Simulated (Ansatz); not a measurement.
# Telling polymorphs of SrCaLaBiO6 apart by ⁴³Ca

Level of theory: DFT, PBE, plane waves and PAW, scalar-relativistic, 420 eV cutoff (Ansatz 0.2.0). Q(⁴³Ca) = -40.80 mb, I = 7/2. The cells come from the Materials Project (computed, not necessarily observed phases), with the atoms as given or relaxed (PBE, cell held). Forces reach 0.2 eV/Å in them. Spin–orbit coupling is left out, which moves gradients at and beside heavy atoms (Bi, La) by some per cent and at some sites by far more.

(1) Rank the structures by their largest ⁴³Ca |C_Q|, smallest first.
A.
SrCaLaBiO6
Space group P-4n2 (No. 118); a = 5.9771, c = 8.6366 Å.

```csv
site,Wyckoff,site symmetry,x,y,z
Sr,2d,2.22,0.5000,0.0000,0.2500
Ca,2b,-4..,0.0000,0.0000,0.5000
La,2c,2.22,0.0000,0.5000,0.2500
Bi,2a,-4..,0.0000,0.0000,0.0000
O9,4e,2..,0.0000,0.0000,0.2436
O13,8i,1,0.3200,0.1570,0.9866
```
B.
SrCaLaBiO6
Space group Pc (No. 7); a = 5.9068, b = 6.1288, c = 10.3574 Å, β = 124.69°.

| site | Wyckoff | site symmetry | x | y | z |
| --- | --- | --- | --- | --- | --- |
| Sr | 2a | 1 | 0.7637 | 0.7964 | 0.7513 |
| Ca | 2a | 1 | 0.4995 | 0.7542 | 0.0011 |
| La | 2a | 1 | 0.2358 | 0.3071 | 0.7545 |
| Bi | 2a | 1 | 0.9999 | 0.2471 | 0.0006 |
| O9 | 2a | 1 | 0.8928 | 0.9515 | 0.0658 |
| O10 | 2a | 1 | 0.1294 | 0.4753 | 0.4318 |
| O13 | 2a | 1 | 0.7662 | 0.4450 | 0.0522 |
| O14 | 2a | 1 | 0.2350 | 0.9354 | 0.4403 |
| O17 | 2a | 1 | 0.3404 | 0.6939 | 0.7376 |
| O18 | 2a | 1 | 0.6372 | 0.2022 | 0.7648 |

Results:

(1) B (0.977 MHz), A (1.29 MHz).

The crystals are a selection from a larger pool of database entries, not a random sample of it.
